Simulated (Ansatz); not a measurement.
The start is a relaxed Be cell displaced along its unstable phonon at q = (½, 0, 0) of its primitive reciprocal cell (100i cm⁻¹), largest move 0.15 Å. A full variable-cell relaxation at zero pressure is run with PBEsol (plane waves to 420 eV, PAW, scalar-relativistic; Ansatz, a quantum-chemistry and plane-wave program). The first steps use a coarse 9×18×18 k-mesh.

Initial structure:
```
Be
1.0
   -2.49249     2.49249     2.49249
    1.24624    -1.24624     1.24624
    1.24624     1.24624    -1.24624
Be
2
Direct
  0.00000   0.95745   0.04255
  0.50000   0.04255   0.95745
```

### Question
What is the largest force in the starting geometry, and on which atom (counted from 1)?

### Answer
0.02 eV/Å, on Be1, Be2 (atoms numbered as listed).

### Question
By how much does the energy per atom fall from start to end?

### Answer
0.09 eV/atom.

### Question
How does the volume change?

### Answer
+1.2 %, from 7.74 to 7.84 Å³/atom.

### Question
Does it find its way back to the structure it was made from?

### Answer
It does not go back: it reaches P6₃/mmc (No. 194), hcp (Mg type), 0.10 eV/atom below the parent.

### Question
How do the shortest distances between atoms change?

### Answer
The closest pairs of elements (up to four, under 3.6 Å), start → end: Be–Be 2.16 → 2.20 Å.

### Question
What band gap does the relaxed structure have at this level?

### Answer
Zero (metallic).

### Question
Give the final cell and atomic positions.

### Answer

Space group P6₃/mmc (No. 194); a = b = 2.257 Å, c = 3.553 Å, α = β = 90.00°, γ = 120.00°

```
atom  site  symmetry       x       y       z
----  ----  --------  ------  ------  ------
Be      2c      -6m2  0.3333  0.6667  0.2500
```

Final values are on a 23×23×13 k-mesh of the relaxed cell. No spin polarisation in the result.

The run could not lose the symmetry of its start.

Of the parent cell (Im-3m (No. 229)): it is a generated cell of Be: the first start was made by placing the elements on the sites of a structure type, and the end was not matched to a known phase here, so it may be hypothetical. Known forms of Be include space group No. 194.
